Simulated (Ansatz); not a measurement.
The relaxed structure here is a generated cell of VSi2: the first start was made by a random draw of sites in a space group, and the end was not matched to a known phase here, so it may be hypothetical.

One starting cell of VSi2 (a randomly generated symmetric cell of VSi2 (space group No. 65)) was relaxed twice with Ansatz (plane waves, PAW, scalar-relativistic): with r2SCAN at 500 eV and with PBE at 420 eV. The r2SCAN result:

```yaml
crystal:
  lattice:
    - [3.38876, 0.00000, 0.00000]
    - [0.00000, 3.38876, 0.00000]
    - [0.00000, 0.00000, 4.77799]
  atoms:
    - { symbol: Si, position: [0.50000, 0.50000, 0.50000] }
    - { symbol: Si, position: [0.50000, 0.50000, 0.00000] }
    - { symbol: V, position: [0.00000, 0.00000, 0.00000] }
```

| quantity | r2SCAN | PBE |
|---|---|---|
| space group | P4/mmm | P4/mmm |
| volume (Å³/atom) | 18.29 | … |
| a (Å) | 3.389 | … |
| c (Å) | 4.778 | … |
| gap (eV, no spin-orbit coupling) | 0.00 | … |
| spin order | ferromagnetic | … |
| net moment (μB/atom) | 0.54 | … |

Q: Fill in the PBE column.

A: 
- volume (Å³/atom), PBE: 18.05
- a (Å), PBE: 3.363
- c (Å), PBE: 4.787
- gap (eV, no spin-orbit coupling), PBE: 0.00
- spin order, PBE: ferromagnetic
- net moment (μB/atom), PBE: 0.38

Both levels end in the same structure; PBE's volume is 1.3 % smaller. Neither column is exact.

Spin states reached: ferromagnetic; spin orders were not searched systematically.

The run could not lose the symmetry of its start: the end is stationary, and may be a saddle point rather than a minimum.

All atoms sit on sites fixed by symmetry, so only the cell could relax.

Ansatz is a quantum-chemistry and plane-wave program.
